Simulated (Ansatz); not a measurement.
Starting cell, Nb₃Au (A15, Cr3Si type):

```xyz
16
Lattice="10.2781 0.0000 0.0000 5.1391 5.1391 0.0000 0.0000 0.0000 5.1391" Properties=species:S:1:pos:R:3 pbc="T T T"
Nb     2.5695     1.2848     0.0000
Nb     7.7086     1.2848     0.0000
Nb    12.8476     3.8543     0.0000
Nb     7.7086     3.8543     0.0000
Nb     1.2848     0.0000     2.5695
Nb     6.4238     0.0000     2.5695
Nb     3.8543     0.0000     2.5695
Nb     8.9933     0.0000     2.5695
Nb    10.2781     2.5695     1.2848
Nb     5.1391     2.5695     1.2848
Nb    10.2781     2.5695     3.8543
Nb     5.1391     2.5695     3.8543
Au     2.5695     2.5695     2.5695
Au     7.7086     2.5695     2.5695
Au     0.0000     0.0000     0.0000
Au     5.1391     0.0000     0.0000
```

The atoms are displaced by Q × the pattern below (from a DFPT mode at M = (0.5, 0.5, 0.0), largest move 1; Q in Å), at fixed cell. It is one choice among 2 degenerate patterns. (q is in reciprocal vectors of the primitive cell; the cell shown is doubled to hold the pattern.)

```tsv
atom	x	y	z
Nb5	0.000	0.000	-0.476
Nb6	0.000	0.000	0.476
Nb7	0.000	0.000	0.476
Nb8	0.000	0.000	-0.476
Nb9	0.000	-0.978	0.000
Nb10	0.000	0.978	0.000
Nb11	0.000	0.978	0.000
Nb12	0.000	-0.978	0.000
Au15	0.000	0.000	-1.000
Au16	0.000	0.000	1.000
```

Atoms not listed stay in place.

These are LDA (plane waves to 420 eV, PAW, scalar-relativistic; Ansatz, an electronic-structure program) values and carry that method's errors. k mesh 9×9×9 (Γ-centred), Fermi-Dirac smearing 0.05 eV. With partly filled bands, energies and forces of such displacements shift with the k mesh and the smearing. Nb3Au is run without spin polarisation. Nb3Au was relaxed with its symmetry unable to fall. Spin-orbit coupling is left out, though Au is heavy.

At one point of the scan the forces (eV/Å) are:

```json
[
 {"atom": "Nb1", "Fx": "0.000", "Fy": "0.008", "Fz": "0.000"},
 {"atom": "Nb2", "Fx": "0.000", "Fy": "0.008", "Fz": "0.000"},
 {"atom": "Nb3", "Fx": "0.000", "Fy": "-0.008", "Fz": "0.000"},
 {"atom": "Nb4", "Fx": "0.000", "Fy": "-0.008", "Fz": "0.000"},
 {"atom": "Nb5", "Fx": "-0.048", "Fy": "0.000", "Fz": "0.016"},
 {"atom": "Nb6", "Fx": "-0.048", "Fy": "0.000", "Fz": "-0.016"},
 {"atom": "Nb7", "Fx": "0.048", "Fy": "0.000", "Fz": "-0.016"},
 {"atom": "Nb8", "Fx": "0.048", "Fy": "0.000", "Fz": "0.016"},
 {"atom": "Nb9", "Fx": "0.000", "Fy": "0.170", "Fz": "-0.018"},
 {"atom": "Nb10", "Fx": "0.000", "Fy": "-0.170", "Fz": "-0.018"},
 {"atom": "Nb11", "Fx": "0.000", "Fy": "-0.170", "Fz": "0.018"},
 {"atom": "Nb12", "Fx": "0.000", "Fy": "0.170", "Fz": "0.018"},
 {"atom": "Au13", "Fx": "0.000", "Fy": "0.000", "Fz": "0.000"},
 {"atom": "Au14", "Fx": "0.000", "Fy": "0.000", "Fz": "0.000"},
 {"atom": "Au15", "Fx": "0.000", "Fy": "0.000", "Fz": "-0.079"},
 {"atom": "Au16", "Fx": "0.000", "Fy": "0.000", "Fz": "0.079"}
]
```

**Question.** Which point is it?
(A) Q = 0.073 Å
(B) Q = 0.055 Å
(C) Q = 0.110 Å
(D) Q = 0.092 Å

**Answer.** D, Q = 0.092 Å

(A displaced cell: forces are minus the slopes of the energy, force constants its curvatures, and phonons follow from these.)
